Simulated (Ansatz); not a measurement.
# Ansatz run, ZrTl₂

Input file of Ansatz 0.2.0:

```yaml
crystal:
  lattice:
    - [2.415005, 4.182909, 0.0]
    - [-2.415005, 4.182909, 0.0]
    - [0.0, 0.0, 7.821875]
  atoms:
    - { symbol: Tl, position: [0.3333, 0.3334, 0.452] }
    - { symbol: Tl, position: [0.6666, 0.6667, 0.952] }
    - { symbol: Tl, position: [0.3333, 0.3334, 0.048] }
    - { symbol: Tl, position: [0.6667, 0.6667, 0.548] }
    - { symbol: Zr, position: [0.0, 0.0, 0.25] }
    - { symbol: Zr, position: [0.0, 0.0, 0.75] }
  symmetry: { tolerance: 0.0003 }
kpoints:
  mp_grid: { grid: [8, 8, 5], shift: [0, 0, 0] }
  band_path:
    path:
      - [0.0, 0.0, 0.0]
      - [0.49999986, -1.4e-07, 0.0]
      - [0.66666653, 0.33333319, 0.0]
      - [0.0, 0.0, 0.0]
      - [0.0, 0.0, 0.5]
      - [0.49999986, -1.4e-07, 0.5]
      - [0.66666653, 0.33333319, 0.5]
      - [0.0, 0.0, 0.5]
      - [0.49999986, -1.4e-07, 0.5]
      - [0.49999986, -1.4e-07, 0.0]
      - [0.66666653, 0.33333319, 0.5]
    npoints: 6
magnetization:
  spin_polarized: false
scf:
  occupations: { method: fermi_dirac }
  lower_state_search: "off"
  max_iter: 200
hamiltonian:
  pseudopotentials: { kind: paw }
  xc: r2scan
basis:
  ecutwfc: 500
  fft_grid_basis: typed
output:
  forces: true
  stress: true
  eigenvalues: true
  bader: true
  populations: true
  elf: true
  write_potential: true
  volumetric_format: npy
  dos:
    e_range: [-12, 8]
    de: 0.05
    projected: { site_lists: { Tl: [Tl], Zr: [Zr] } }
checkpoint:
  read: saved_state
```

The saved state is an earlier solution for the same cell, perhaps on another mesh. 

Output (shortened):

```
Free energy (F): -54222.1322 eV
Harris-Foulkes:  -54222.1322 eV  (|F-HF|=3.11e-8)
Internal energy: -54222.0109 eV  (E = F + TS)
E sigma→0 (E₀):  -54222.0715 eV
Entropy (-TS):   -0.1214 eV (-20.228 meV/atom)
Fermi energy:    12.1307 eV
--- Forces (eV/Å), atoms counted from 1 ---
  atom   1  Tl     0.0000     0.0000    -0.0718
  atom   2  Tl     0.0000     0.0000    -0.0718
  atom   3  Tl     0.0000     0.0000     0.0718
  atom   4  Tl     0.0000     0.0000     0.0718
  atom   5  Zr     0.0000     0.0000     0.0000
  atom   6  Zr     0.0000     0.0000     0.0000
--- Stress (GPa, compression-positive) ---
       -2.6636       0.0000       0.0000
        0.0000      -2.6636       0.0000
        0.0000       0.0000      -2.8399
  P = ⅓ Tr σ = -2.7224 GPa (-27.224 kbar)
--- Bader charges: 6 sites ---
  site symbol  charge [e]  shift [e]
     0     Tl     -0.5986     0.0000
     1     Tl     -0.5986     0.0000
     2     Tl     -0.5986     0.0000
     3     Tl     -0.5986     0.0000
     4     Zr      1.1972     0.0000
     5     Zr      1.1972     0.0000
```

Origin: a known structure type with other elements, at an estimated volume, so it need not be a known compound.
